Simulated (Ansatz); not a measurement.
Values for one crystal, relaxed and computed with DFT-r²SCAN in the program Ansatz with PAW potentials; other levels are named.

```yaml
volume_per_atom: 48.20 Å³
band_gap: 2.12 eV (direct)
hole_effective_mass: 0.35, 1.8, 2.0 mₑ (principal values)
Formation energy from the elements (no fitted shifts): -828 meV/atom
valence_band_maximum: at Γ
electron_effective_mass: 0.34, 0.43, 0.50 mₑ (principal values)
conduction_band_minimum: at Γ
```

Task: Which of these materials gives this?
A. K2ZnI4, P2_1/m (Pearson symbol mP14)
B. CsZn4P3, P4/mmm (Cs on 1b, Zn on 4i, P on 2h, P on 1a)
C. Cs2PdBr6, Fm-3m (Cs on 8c, Pd on 4a, Br on 24e)
D. Cs2Hg3I8, Cm (Pearson symbol mS26)

Result: D, Cs2Hg3I8, Cm (Pearson symbol mS26)

The first step of the workflow began from a Materials Project structure, measured or hypothetical; the Crystallography Open Database files this formula in space group No. 8, but the cells were not matched. Whether it is the stable phase at ambient conditions was not checked. The r²SCAN relaxation kept the symmetry of its start; its stability against distortions is not shown here. Point labels and valley counts follow the cell and symmetry of the run, lower than the named group. The references are the lowest solids computed at this level, not always the standard phases. Spin–orbit coupling is left out wherever it is not named.

Potentials: the later of the program's two PAW sets.
